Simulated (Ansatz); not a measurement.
Here is the system:

ZnAg:
```
CELL_PARAMETERS angstrom
      2.85207     0.00000     0.00000
     -1.42604     2.46997     0.00000
      0.00000     0.00000     4.36422
ATOMIC_POSITIONS crystal
  Zn 0.00000 0.00000 0.00000
  Ag 0.33333 0.66667 0.50000
```

This is the PBEsol-relaxed structure. x, y and z are the axes in which the lattice vectors are written.

Problem. All from DFT-PBEsol in the program Ansatz with PAW potentials, unless another level is named. Predict the Poisson's ratio.

Solution. 0.35.

Problem. And the elastic constants (relaxed ions, GPa)?

Solution. C11 = 146, C12 = 90.1, C13 = 81.2, C33 = 190, C44 = 40.1.

Space group P-6m2. The first step of the workflow began from a Materials Project structure, measured or hypothetical; the Crystallography Open Database copy checked does not list it. COD files the formula under space group No. 221. With Zn and Ag taken as one species the cell has the higher symmetry P6_3/mmc, so it may be an ordered model of a mixed-site phase. Its standing as an ambient phase is unchecked. The PBEsol relaxation kept the symmetry of its start; its stability against distortions is not shown here. No spin polarisation was allowed. As this level gives no gap, shear constants depend on the k-mesh and smearing (Fermi–Dirac, 0.1 eV here).

Potentials: the later of the program's two PAW sets.
